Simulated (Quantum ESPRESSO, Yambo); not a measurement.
Sr2CuBrO2 (space group R-3m, No. 166): one geometry, one set of LDA (pw.x of Quantum ESPRESSO, ONCV potentials, without SOC) orbitals, self-energies from Yambo (4×4×4 Γ-centred k mesh, bands 5 to 149 and a 6 Ry block in the screening, 149 bands in G with the Bruneval-Gonze terminator, plasmon pole fitted at 27.2 eV).

| level | gap L → Γ (eV) | direct gap at Γ (eV) |
|---|---|---|
| LDA (Quantum ESPRESSO) | 2.20 | 2.47 |
| exchange only (Hartree-Fock self-energy on LDA orbitals) | (withheld) | (withheld) |
| static COHSEX@LDA | 4.59 | 4.93 |
| G0W0@LDA, plasmon pole | (withheld) | (withheld) |

### Question
Complete the blanks.

### Answer

- exchange only (Hartree-Fock self-energy on LDA orbitals), gap L → Γ (eV): 13.47
- exchange only (Hartree-Fock self-energy on LDA orbitals), direct gap at Γ (eV): 14.03
- G0W0@LDA, plasmon pole, gap L → Γ (eV): 4.01
- G0W0@LDA, plasmon pole, direct gap at Γ (eV): 4.32

Bare exchange has no screening and gives the widest gap; static COHSEX screens it but leaves out the frequency dependence, which G0W0 restores.

Convergence of the G0W0 settings was not tested. Oxides, nitrides and fluorides with a shallow 3d shell are known to need far more bands and larger blocks.

Geometry of the Materials Project entry, not relaxed at this level; primitive cell a = b = c = 9.7282 Å, α = β = γ = 24.01°.
